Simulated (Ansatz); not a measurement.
Si2BN:
```
Si2BN
1.0
    1.56436     0.90318     5.38056
   -1.56436     0.90318     5.38056
    0.00000    -1.80636     5.38056
B N Si
1 1 2
Direct
  0.01297   0.01297   0.01297
  0.11466   0.11466   0.11466
  0.48964   0.48964   0.48964
  0.63276   0.63276   0.63276
```

Relaxed with r²SCAN.

**Question.** Map the electron localisation function on the plane through (0.013, 0.013, 0.013) spanned by u = [1, 0, 0] and v = [-1, 1, 1] in lattice vectors, from plane-wave PAW r²SCAN (Ansatz code).

**Answer.** x is the fraction of u, y of v (the angle between them is 52°; rows are the nearest grid lines); atoms in the plane: B at (0.00, 0.00), N at (0.20, 0.10), Si at (0.95, 0.48), Si at (0.24, 0.62).
```
|00168887778753110000123454100|
|00025677777754211000012344300|
|66665433344443211100000123556|
|78888742112222111100000012467|
|78999986310000000000001111357|
|67899987531000000000111122346|
|56788887642000000001112334445|
|76533333344310000001223467887|
|98742343234431000001223357899|
|99997434433554210001232223799|
|99999732223555420001232222479|
|89999963223566531000123223458|
|56899987433455542100012212465|
|43589987643445432100012221244|
|33357887643334322100001222223|
|77654444322111111000000013567|
|88876422111100000000000002468|
|78998753100000000011222111247|
|68888875210000000112344322246|
|67877787520000000123456543246|
|57873015774200000123567775335|
|47986102676410000012467775324|
|00589865678742100001235664100|
|00168887778753110000123454100|
```
Scale: ten equal steps from 0.000 (start of '0') to 0.973 (end of '9'), in the order '0123456789'; x runs from 0.000 to 1.00, y from 0.000 (bottom) to 1.00 (top).

The density is the valence pseudo-density with augmentation charge, so density and ELF within about 1 Å of a nucleus are not all-electron values.

Space group R3m. The start of the workflow was typed in or built on a structure type; neither database checked (COD, Materials Project) lists it. Whether it is the stable phase at ambient conditions was not checked. The cell was relaxed with r²SCAN under the symmetry of its start; whether a distortion lowers the energy is not shown.

Potentials: the earlier of the program's two PAW sets. The files were generated under PBE; for other functionals the program regenerates the frozen cores, and for LDA and PBEsol the local potential too.
